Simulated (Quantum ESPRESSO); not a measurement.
InMgAlGaP3S, finding a planted mistake in a log

Computed values, not a measurement. The program is pw.x of Quantum ESPRESSO 7.5 (plane-wave density functional theory). The cell is made up: 8 atoms on a zincblende/diamond lattice, with randomly drawn elements, strain and displacements, not relaxed. PseudoDojo standard norm-conserving files (v0.5 for PBE, v0.4.1 for LDA and PBEsol) set the functional; there is no spin polarisation, spin-orbit coupling or dispersion term, and the masses in the input are unused placeholders.

Intended input:

```
&control calculation='scf', pseudo_dir='./dojo.nc.sr.pbe.v0_5.standard.upf', outdir='./o', disk_io='medium', tprnfor=.true., tstress=.true. /
&system ibrav=0, nat=8, ntyp=6, nbnd=36, ecutwfc=84.00895049, nosym=.true., tot_charge=0,
 occupations='smearing', smearing='fd', degauss=0.0018374661
/
&electrons conv_thr=7.350e-09, electron_maxstep=60, /
ATOMIC_SPECIES
Al 1.0 Al.upf
Ga 1.0 Ga.upf
In 1.0 In.upf
Mg 1.0 Mg.upf
P 1.0 P.upf
S 1.0 S.upf
CELL_PARAMETERS angstrom
5.7264 0.0146 -0.0425
0.0146 5.7503 -0.0723
-0.0425 -0.0723 5.7083
ATOMIC_POSITIONS angstrom
In 0.0083 -0.0185 0.0085
Mg -0.0863 2.8968 2.9805
Al 2.7936 -0.0603 2.8055
Ga 2.792 2.7932 -0.2258
P 1.4975 1.4075 1.3672
P 1.3685 4.2528 4.3353
P 4.1739 1.5056 4.1515
S 4.3791 4.3118 1.2467
K_POINTS automatic
4 4 4 1 1 1
```

The log is shortened where brackets say so; the opening notice, blank lines, dates and the lines on written files are dropped, and the path of the files is cut. It prints rydbergs, bohrs and kilobars, and counts compression as positive stress.

Log of the intended run:

```
     Program PWSCF v.7.5
     Parallel version (MPI & OpenMP), running on       1 processor cores
     Number of MPI processes:                 1
     Threads/MPI process:                     1
     [start-up lines left out]
     bravais-lattice index     =            0
     lattice parameter (alat)  =      10.8217  a.u.
     unit-cell volume          =    1268.1768 (a.u.)^3
     number of atoms/cell      =            8
     number of atomic types    =            6
     number of electrons       =        60.00
     number of Kohn-Sham states=           36
     kinetic-energy cutoff     =      84.0090  Ry
     charge density cutoff     =     336.0358  Ry
     scf convergence threshold =      7.3E-09
     mixing beta               =       0.7000
     number of iterations used =            8  plain     mixing
     Exchange-correlation= PBE
                           (   1   4   3   4   0   0   0)
     [axes and pseudopotential details left out]
   Cartesian axes
     site n.     atom                  positions (alat units)
         1        In     tau(   1) = (   0.0014494  -0.0032306   0.0014843  )
         2        Mg     tau(   2) = (  -0.0150701   0.5058520   0.5204680  )
         3        Al     tau(   3) = (   0.4878307  -0.0105299   0.4899088  )
         4        Ga     tau(   4) = (   0.4875513   0.4877609  -0.0394302  )
         5        P      tau(   5) = (   0.2615001   0.2457839   0.2387465  )
         6        P      tau(   6) = (   0.2389735   0.7426427   0.7570492  )
         7        P      tau(   7) = (   0.7288648   0.2629145   0.7249532  )
         8        S      tau(   8) = (   0.7646977   0.7529455   0.2177042  )
     number of k points=    32  Fermi-Dirac smearing, width (Ry)=  0.0018
                       cart. coord. in units 2pi/alat
        k(    1) = (   0.1256326   0.1257738   0.1279286), wk =   0.0625000
        k(    2) = (   0.1274864   0.1289231   0.3787827), wk =   0.0625000
     [further k points left out]
     Dense  grid:   131939 G-vectors     FFT dimensions: (  64,  64,  64)
     Estimated max dynamical RAM per process >     181.14 MB
     Initial potential from superposition of free atoms
     starting charge      59.9897, renormalised to      60.0000
     Starting wfcs are   43 randomized atomic wfcs
     total cpu time spent up to now is       19.5 secs
     per-process dynamical memory:   104.2 Mb
     Self-consistent Calculation
     iteration #  1     ecut=    84.01 Ry     beta= 0.70
     Davidson diagonalization with overlap
     ethr =  1.00E-02,  avg # of iterations =  4.2
     Threshold (ethr) on eigenvalues was too large:
     Diagonalizing with lowered threshold
     Davidson diagonalization with overlap
     ethr =  7.66E-04,  avg # of iterations =  1.9
     total cpu time spent up to now is       88.7 secs
     total energy              =    -472.93571634 Ry
     estimated scf accuracy    <       0.46042398 Ry
     iteration #  2     ecut=    84.01 Ry     beta= 0.70
     Davidson diagonalization with overlap
     ethr =  7.67E-04,  avg # of iterations =  2.4
     total cpu time spent up to now is      123.5 secs
     total energy              =    -473.05656779 Ry
     estimated scf accuracy    <       0.14072634 Ry
     [iterations 3 to 8 left out]
     iteration #  9     ecut=    84.01 Ry     beta= 0.70
     Davidson diagonalization with overlap
     ethr =  4.46E-10,  avg # of iterations =  2.0
     total cpu time spent up to now is      470.6 secs
     total energy              =    -473.08503103 Ry
     estimated scf accuracy    <       0.00000003 Ry
     iteration # 10     ecut=    84.01 Ry     beta= 0.70
     Davidson diagonalization with overlap
     ethr =  4.57E-11,  avg # of iterations =  3.1
     total cpu time spent up to now is      523.1 secs
     End of self-consistent calculation
     [lines on levels left out]
!    total energy              =    -473.08503104 Ry
     estimated scf accuracy    <          3.8E-09 Ry
     smearing contrib. (-TS)   =      -0.00000000 Ry
     internal energy E=F+TS    =    -473.08503104 Ry
     The total energy is F=E-TS. E is the sum of the following terms:
     one-electron contribution =    -263.04054553 Ry
     hartree contribution      =     158.99891861 Ry
     xc contribution           =    -118.57540350 Ry
     ewald contribution        =    -250.46800061 Ry
     convergence has been achieved in  10 iterations
     Forces acting on atoms (cartesian axes, Ry/au):
     atom    1 type  3   force =    -0.01989849    0.07421714   -0.01245863
     atom    2 type  4   force =     0.02435121   -0.00696192   -0.05261499
     atom    3 type  1   force =    -0.00162910    0.01184289    0.00522139
     atom    4 type  2   force =    -0.01810012   -0.00595321    0.03139499
     atom    5 type  5   force =     0.01872782    0.02717095    0.03627478
     atom    6 type  5   force =     0.07865829   -0.01084951   -0.06200268
     atom    7 type  5   force =    -0.01362115   -0.06473155    0.00418347
     atom    8 type  6   force =    -0.06848846   -0.02473480    0.05000168
     Total force =     0.189045     Total SCF correction =     0.000174
     Computing stress (Cartesian axis) and pressure
          total   stress  (Ry/bohr**3)                   (kbar)     P=        4.13
   0.00005843   0.00007000  -0.00004493            8.60       10.30       -6.61
   0.00007000   0.00000613   0.00014926           10.30        0.90       21.96
  -0.00004493   0.00014926   0.00001976           -6.61       21.96        2.91
     init_run     :     17.47s CPU     19.30s WALL (       1 calls)
     electrons    :    480.60s CPU    503.64s WALL (       1 calls)
     forces       :      8.69s CPU      8.81s WALL (       1 calls)
     stress       :     30.02s CPU     31.23s WALL (       1 calls)
     [timing details left out]
     PWSCF        :   8m57.20s CPU   9m25.98s WALL
     JOB DONE.
```

A second run was made from an input with one planted mistake. Its log:

```
     Program PWSCF v.7.5
     Parallel version (MPI & OpenMP), running on       1 processor cores
     Number of MPI processes:                 1
     Threads/MPI process:                     1
     [start-up lines left out]
     bravais-lattice index     =            0
     lattice parameter (alat)  =      10.9634  a.u.
     unit-cell volume          =    1318.6667 (a.u.)^3
     number of atoms/cell      =            8
     number of atomic types    =            6
     number of electrons       =        60.00
     number of Kohn-Sham states=           36
     kinetic-energy cutoff     =      84.0090  Ry
     charge density cutoff     =     336.0358  Ry
     scf convergence threshold =      7.3E-09
     mixing beta               =       0.7000
     number of iterations used =            8  plain     mixing
     Exchange-correlation= PBE
                           (   1   4   3   4   0   0   0)
     [axes and pseudopotential details left out]
   Cartesian axes
     site n.     atom                  positions (alat units)
         1        In     tau(   1) = (   0.0014479  -0.0032233   0.0014824  )
         2        Mg     tau(   2) = (  -0.0150649   0.5058450   0.5204618  )
         3        Al     tau(   3) = (   0.4878327  -0.0105316   0.4899184  )
         4        Ga     tau(   4) = (   0.4875569   0.4877638  -0.0394375  )
         5        P      tau(   5) = (   0.2614978   0.2457779   0.2387453  )
         6        P      tau(   6) = (   0.2389694   0.7426427   0.7570525  )
         7        P      tau(   7) = (   0.7288705   0.2629112   0.7249578  )
         8        S      tau(   8) = (   0.7647056   0.7529502   0.2176994  )
     number of k points=    32  Fermi-Dirac smearing, width (Ry)=  0.0018
                       cart. coord. in units 2pi/alat
        k(    1) = (   0.1256334   0.1257728   0.1279277), wk =   0.0625000
        k(    2) = (   0.1274890   0.1289202   0.3787802), wk =   0.0625000
     [further k points left out]
     Dense  grid:   137125 G-vectors     FFT dimensions: (  64,  72,  64)
     Estimated max dynamical RAM per process >     189.48 MB
     Initial potential from superposition of free atoms
     starting charge      59.9897, renormalised to      60.0000
     Starting wfcs are   43 randomized atomic wfcs
     total cpu time spent up to now is       25.9 secs
     per-process dynamical memory:   109.3 Mb
     Self-consistent Calculation
     iteration #  1     ecut=    84.01 Ry     beta= 0.70
     Davidson diagonalization with overlap
     ethr =  1.00E-02,  avg # of iterations =  4.1
     Threshold (ethr) on eigenvalues was too large:
     Diagonalizing with lowered threshold
     Davidson diagonalization with overlap
     ethr =  7.65E-04,  avg # of iterations =  1.9
     total cpu time spent up to now is      129.3 secs
     total energy              =    -472.93125216 Ry
     estimated scf accuracy    <       0.45789292 Ry
     iteration #  2     ecut=    84.01 Ry     beta= 0.70
     Davidson diagonalization with overlap
     ethr =  7.63E-04,  avg # of iterations =  2.3
     total cpu time spent up to now is      185.9 secs
     total energy              =    -473.05213740 Ry
     estimated scf accuracy    <       0.15160983 Ry
     [iterations 3 to 8 left out]
     iteration #  9     ecut=    84.01 Ry     beta= 0.70
     Davidson diagonalization with overlap
     ethr =  6.07E-10,  avg # of iterations =  2.1
     total cpu time spent up to now is      560.3 secs
     total energy              =    -473.08240164 Ry
     estimated scf accuracy    <       0.00000004 Ry
     iteration # 10     ecut=    84.01 Ry     beta= 0.70
     Davidson diagonalization with overlap
     ethr =  6.35E-11,  avg # of iterations =  3.1
     total cpu time spent up to now is      609.1 secs
     End of self-consistent calculation
     [lines on levels left out]
!    total energy              =    -473.08240165 Ry
     estimated scf accuracy    <          5.4E-09 Ry
     smearing contrib. (-TS)   =      -0.00000000 Ry
     internal energy E=F+TS    =    -473.08240165 Ry
     The total energy is F=E-TS. E is the sum of the following terms:
     one-electron contribution =    -268.08532304 Ry
     hartree contribution      =     160.66834181 Ry
     xc contribution           =    -118.43565239 Ry
     ewald contribution        =    -247.22976803 Ry
     convergence has been achieved in  10 iterations
     Forces acting on atoms (cartesian axes, Ry/au):
     atom    1 type  3   force =    -0.01522774    0.06698055   -0.01023297
     atom    2 type  4   force =     0.02253208   -0.00650055   -0.04725305
     atom    3 type  1   force =    -0.00199129    0.01505693    0.00441015
     atom    4 type  2   force =    -0.01734757   -0.00753510    0.02614614
     atom    5 type  5   force =     0.01670584    0.02169261    0.03242238
     atom    6 type  5   force =     0.07117534   -0.01036911   -0.05637950
     atom    7 type  5   force =    -0.01401623   -0.05967200    0.00521673
     atom    8 type  6   force =    -0.06183043   -0.01965333    0.04567013
     Total force =     0.170674     Total SCF correction =     0.000190
     Computing stress (Cartesian axis) and pressure
          total   stress  (Ry/bohr**3)                   (kbar)     P=      -18.87
  -0.00010154   0.00006403  -0.00003304          -14.94        9.42       -4.86
   0.00006403  -0.00015048   0.00014254            9.42      -22.14       20.97
  -0.00003304   0.00014254  -0.00013283           -4.86       20.97      -19.54
     init_run     :     24.03s CPU     25.58s WALL (       1 calls)
     electrons    :    561.20s CPU    583.13s WALL (       1 calls)
     forces       :      9.07s CPU      9.22s WALL (       1 calls)
     stress       :     30.94s CPU     32.24s WALL (       1 calls)
     [timing details left out]
     PWSCF        :  10m25.74s CPU  10m50.92s WALL
     JOB DONE.
```

Question: what was wrong in the second input?

Answer: the cell and the positions are scaled by a wrong factor. The input lines that differ, file-writing options aside:

```
- 5.7264 0.0146 -0.0425
+ 5.8014 0.0148 -0.0431
- 0.0146 5.7503 -0.0723
+ 0.0148 5.8256 -0.0732
- -0.0425 -0.0723 5.7083
+ -0.0431 -0.0732 5.7831
- In 0.0083 -0.0185 0.0085
+ In 0.0084 -0.0187 0.0086
- Mg -0.0863 2.8968 2.9805
+ Mg -0.0874 2.9347 3.0195
- Al 2.7936 -0.0603 2.8055
+ Al 2.8302 -0.0611 2.8423
- Ga 2.792 2.7932 -0.2258
+ Ga 2.8286 2.8298 -0.2288
- P 1.4975 1.4075 1.3672
+ P 1.5171 1.4259 1.3851
- P 1.3685 4.2528 4.3353
+ P 1.3864 4.3085 4.3921
- P 4.1739 1.5056 4.1515
+ P 4.2286 1.5253 4.2059
- S 4.3791 4.3118 1.2467
+ S 4.4365 4.3683 1.263
```

|  | intended run | run with the mistake |
| --- | --- | --- |
| free energy (eV) | -6436.650 | -6436.614 |
| smearing term -TS (eV) | 0.0000 | 0.0000 |
| pressure (GPa) | 0.41 | -1.89 |
| largest force component (eV/Å) | 2.022 | 1.830 |
| largest change of a force component (eV/Å) |  | 0.192 |
| iterations | 10 | 10 |

For scale, a rerun of the intended cell at 1437 eV and a 6 x 6 x 6 mesh moved values by no more than 0.005 eV in energy, 0.02 GPa in stress and 0.007 eV/Å in force.